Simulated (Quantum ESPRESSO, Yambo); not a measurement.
## Quasiparticle gap of BaS at +2 % isotropic strain

```
CELL_PARAMETERS angstrom
      0.00000     3.22795     3.22795
      3.22795     0.00000     3.22795
      3.22795     3.22795     0.00000
ATOMIC_POSITIONS crystal
  S  0.50000 0.50000 0.50000
  Ba 0.00000 0.00000 0.00000
```

The PBEsol cell relaxed from Materials Project entry mp-1500 was given an isotropic strain of +2 % on all lattice vectors, and the atoms were relaxed again.

Starting point: norm-conserving PBEsol (Quantum ESPRESSO, 57 Ry, scalar-relativistic). G0W0 in Yambo: 4×4×4 Γ-centred k mesh, 148 bands and a 10 Ry block in the screening, 148 bands in G with the Bruneval-Gonze terminator, plasmon pole fitted at 27.2 eV.

The PBEsol gap along the band path comes out as 2.13 eV. The PBEsol gap between the mesh's edge points (Γ → X) is 2.13 eV and the G0W0 gap between the same points is 3.67 eV. The PBEsol smallest direct gap on the mesh (at X) is 2.26 eV. The G0W0 direct gap at that point is 3.83 eV.

```csv
k point,band,E PBEsol (eV),E QP (eV),shift (eV),Z
Γ,VB,0.00,-1.20,-1.20,0.79
Γ,CB,3.34,3.63,0.29,0.83
L,VB,-0.98,-2.21,-1.24,0.78
L,CB,5.31,5.74,0.43,0.82
X,VB,-0.13,-1.35,-1.22,0.79
X,CB,2.13,2.47,0.34,0.83
```

Energies count from the PBEsol valence-band maximum.

Convergence of the G0W0 settings was not tested.
